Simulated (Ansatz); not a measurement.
Bi$_{2}$S$_{3}$:
```cif
data_Bi8S12
_chemical_formula_sum 'Bi8 S12'
_space_group_name_H-M_alt 'Pnma'
_space_group_IT_number 62
_space_group_name_Hall '-P 2ac 2n'
_cell_length_a 11.13480
_cell_length_b 3.97949
_cell_length_c 10.96505
_cell_angle_alpha 90.000
_cell_angle_beta 90.000
_cell_angle_gamma 90.000
loop_
_atom_site_label
_atom_site_type_symbol
_atom_site_symmetry_multiplicity
_atom_site_Wyckoff_symbol
_atom_site_fract_x
_atom_site_fract_y
_atom_site_fract_z
_atom_site_occupancy
Bi1 Bi 4 c 0.49468 0.25000 0.32480 1
Bi2 Bi 4 c 0.16668 0.25000 0.53145 1
S1 S 4 c 0.28160 0.25000 0.19559 1
S2 S 4 c 0.05042 0.75000 0.37056 1
S3 S 4 c 0.12238 0.25000 0.94245 1
```

Relaxed with PBE+D3(BJ). 

Q: HSE06 on this cell (Ansatz, a quantum-chemistry and plane-wave program, PAW) gives a gap of 1.77 eV. What does PBE+D3(BJ) give?

A: 1.21 eV.

Cost on shared cores: the PBE+D3(BJ) run (SCF on a 3×7×3 mesh, then bands and DOS) around 12 core-minutes (rough), the HSE06 run (SCF on 2×4×2, then a few points) roughly 24 core-minutes; the tasks are unlike.

Symmetry was held in the PBE+D3(BJ) relaxation. Spin–orbit coupling is left out wherever it is not named.

Potentials: the later of the program's two PAW sets.

Ansatz is a plane-wave DFT program.
